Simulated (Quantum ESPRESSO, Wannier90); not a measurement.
**Wannier functions of GeSe (rock salt)**

```xyz
2
Lattice="0.0000 2.8085 2.8085 2.8085 0.0000 2.8085 2.8085 2.8085 0.0000" Properties=species:S:1:pos:R:3 pbc="T T T"
Ge     0.0000     0.0000     0.0000
Se     2.8085     2.8085     2.8085
```

Materials Project entry mp-10759; symmetrised, unrelaxed at this level. Not found in the COD (Crystallography Open Database) copy used, which has the formula in other groups; not checked further. Method: PBEsol plane waves in Quantum ESPRESSO 7.5 (PseudoDojo norm-conserving files, 69 Ry, no spin polarisation, no spin-orbit coupling), Bloch states on a 10×10×10 mesh through Γ, Wannier90 4.0.1. Density: 10×10×10 mesh, cold smearing 0.01 Ry. Spin-orbit coupling, left out, would split the p-like bands by a few tenths of an eV. The gap is small at this level and was sampled on the meshes and a path alone.

A tight-binding model is made by disentanglement and projection with no localisation steps (num_iter = 0), so the 8 orbitals stay atom-like: hydrogen-like Ge: s;p; Se: s;p, axes along x, y, z; frozen window up to 1.65 eV relative to the valence-band maximum. It follows pw.x to 2.2 meV rms for states up to 1.1 eV relative to the valence-band maximum. Matrix elements depend on this choice of orbitals and windows.

Question: What are the on-site energies relative to the valence-band maximum, and how fast do the hoppings decay?

Answer: 
```csv
atom,orbitals,energy (eV)
Ge1,s,-6.90
Ge1,pz px py,1.03
Se2,s,-12.36
Se2,pz px py,-1.61
```

```tsv
distance of the centres (Å)	largest modulus (eV)
2–3	2.3
3–4	0.18
4–5	0.0085
5–6	0.43
6–7	0.019
7–8	0.0033
8–9	0.088
9–10	0.0016
10–11	0.0012
11–12	0.027
12–13	0.0012
```
